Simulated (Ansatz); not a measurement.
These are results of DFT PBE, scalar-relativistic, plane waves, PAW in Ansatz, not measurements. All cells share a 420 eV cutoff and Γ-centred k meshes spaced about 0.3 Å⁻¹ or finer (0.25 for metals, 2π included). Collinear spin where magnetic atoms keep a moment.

Temperature and zero-point effects are left out.

Compare these two cells of Rb3Ti3I, each relaxed at this level.

A. (ferromagnetic moments up to 1.9 μB)

```
CELL_PARAMETERS angstrom
3.25478 1.87915 6.62227
-3.25478 1.87915 6.62227
0.00000 -3.75829 6.62227
ATOMIC_POSITIONS crystal
Rb 0.00000 0.00000 0.50000
Rb 0.50000 0.00000 0.00000
Rb 0.00000 0.50000 0.00000
Ti 0.50000 0.50000 0.00000
Ti 0.00000 0.50000 0.50000
Ti 0.50000 0.00000 0.50000
I 0.00000 0.00000 0.00000
```

B. (opposed, unequal moments up to 2.5 μB)

```
CELL_PARAMETERS angstrom
7.45221 0.00000 0.00000
0.00000 7.45221 0.00000
0.00000 0.00000 7.43498
ATOMIC_POSITIONS crystal
Rb 0.50000 0.50000 0.50000
Rb 0.00000 0.50000 0.00000
Rb 0.50000 0.00000 0.00000
Ti 0.50000 0.50000 0.00000
Ti 0.00000 0.00000 0.12400
Ti 0.00000 0.00000 0.87600
I 0.00000 0.00000 0.50000
```

Question: Which is lower in energy, and by how much?

Answer: A is lower, by 99 meV/atom. A has space group R-3m (No. 166), 34.7 Å³/atom and no gap on its mesh; B has space group P4/mmm (No. 123), 59.0 Å³/atom and no gap. Counting Rb or Ti atoms around I (for each partner element, those within 1.25 times its shortest distance or 1.15 times the sum of covalent radii, where it is the nearest in units of that sum or under 1.3), A has I 12 and B has I 2. Their magnetic states differ too, which can make part of the margin. The denser one is the lower, and pressure would at first widen the difference. Even the lower one lies +0.93 eV/atom against the reference forms of the elements (uncorrected), so neither is stable at this level. In A, Rb is surrounded by 4 Rb at 3.25 Å, 2 I at 3.81 Å and 4 Ti at 3.81 Å; Ti is surrounded by 2 I at 3.25 Å, 4 Ti at 3.25 Å and 4 Rb at 3.81 Å; I is surrounded by 6 Ti at 3.25 Å and 6 Rb at 3.81 Å. In B, around Rb on a site of symmetry 4/mmm lie 2 Ti at 3.72 Å; Ti on a site of symmetry 4/mmm is surrounded by 6 Rb at 3.72–3.73 Å; I is surrounded by 2 Ti at 2.80 Å; 2 more sites not described. Both come from trial cells of a structure search.

These runs have no spin–orbit coupling, which can matter for I. The magnetic state reached may not be the lowest. Cells relaxed within their symmetry can be saddle points. Some types were kept out of the candidates beforehand, so the set may lack a known form.
